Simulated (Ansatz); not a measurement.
A geometry of CsPbCl₃ away from equilibrium: the start of the relaxation of a randomly generated symmetric cell of CsPbCl3 (space group No. 39). These are r2SCAN (plane waves to 500 eV, PAW, scalar-relativistic; Ansatz, a program for electronic structure) values and carry that method's errors. Γ-centred k-mesh 3×4×4 on the run's cell (coarser than for final values), Fermi–Dirac smearing 0.05 eV.

```xyz
10
Lattice="9.4442 0.0000 0.0000 0.0000 4.0429 5.0486 0.0000 -4.0429 5.0486" Properties=species:S:1:pos:R:3:forces:R:3 pbc="T T T" free_energy=-41712.868 pressure_GPa=11.9
Cl     8.8611     2.0215     7.3299    0.2165    0.0000    0.8142
Cl     0.5831    -2.0215     7.3299   -0.2165    0.0000    0.8142
Cl     1.2089    -2.0215     4.8301   -1.1446    0.0000   -1.2379
Cl     8.2353     2.0215     4.8301    1.1446    0.0000   -1.2379
Cl     3.8582    -2.0215     5.4200   -4.6918    0.0000    2.1464
Cl     5.5860     2.0215     5.4200    4.6918    0.0000    2.1464
Cs     2.1234     2.0215     5.1836   -2.3164    0.0000    0.0285
Cs     7.3208    -2.0215     5.1836    2.3164    0.0000    0.0285
Pb     4.7221     0.0000     0.1946    0.0000    0.0000   -1.7513
Pb     4.7221     0.0000     5.2433    0.0000    0.0000   -1.7513
```

Positions in Å, forces in eV/Å, free energy of the cell in eV (comparable only within this code, potentials and settings). Largest force: 5.16 eV/Å, on Cl5, Cl6 (atoms numbered as listed); the geometry lies 1.83 eV/atom above the end of its relaxation.

No spin polarisation in the result.

The run could not lose the symmetry of its start: the end is stationary, and may be a saddle point rather than a minimum.

The end of the path is a generated cell of CsPbCl3: the first start was made by a random draw of sites in a space group, and the end was not matched to a known phase here, so it may be hypothetical. Known forms of CsPbCl3 include space group No. 221.
